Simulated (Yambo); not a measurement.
```
B
1.0
    2.44919     1.41404     4.17472
   -2.44919     1.41404     4.17472
    0.00000    -2.82809     4.17472
B
12
Direct
  0.00997   0.65429   0.00997
  0.99003   0.34571   0.99003
  0.00997   0.00997   0.65429
  0.99003   0.99003   0.34571
  0.65429   0.00997   0.00997
  0.34571   0.99003   0.99003
  0.22056   0.63164   0.22056
  0.77944   0.36836   0.77944
  0.22056   0.22056   0.63164
  0.77944   0.77944   0.36836
  0.63164   0.22056   0.22056
  0.36836   0.77944   0.77944
```

B (space group R-3m, No. 166): mean Im ε in 1 eV windows above the direct gap of 2.39 eV, for different electron-hole kernels (Yambo, broadening 0.15 eV, LDA (pw.x of Quantum ESPRESSO, ONCV potentials, no spin-orbit coupling) bands; 6×6×6 mesh, 7 valence and 5 conduction bands, static screening with 49 bands and a 3 Ry block, scissor 0.51 eV, Tamm-Dancoff; field along x).

```json
[
 {"window (eV)": "2.4 to 3.4", "independent quasiparticles": "0.9", "TDDFT, adiabatic LDA kernel": "0.9", "RPA (no attraction)": "0.9", "BSE": "1.9"},
 {"window (eV)": "3.4 to 4.4", "independent quasiparticles": "6.5", "TDDFT, adiabatic LDA kernel": "6.1", "RPA (no attraction)": "5.8", "BSE": "11"},
 {"window (eV)": "4.4 to 5.4", "independent quasiparticles": "13", "TDDFT, adiabatic LDA kernel": "12", "RPA (no attraction)": "11", "BSE": "15"}
]
```

This run doesn't resolve bound excitons or single peaks, so only averages are given, and they too depend on the mesh; weight that the attraction moves below the gap isn't listed. All transitions below 5.99 eV are in the band window. The scissor comes from a G0W0 run whose convergence isn't established.

Geometry of the Materials Project entry, not relaxed at this level.
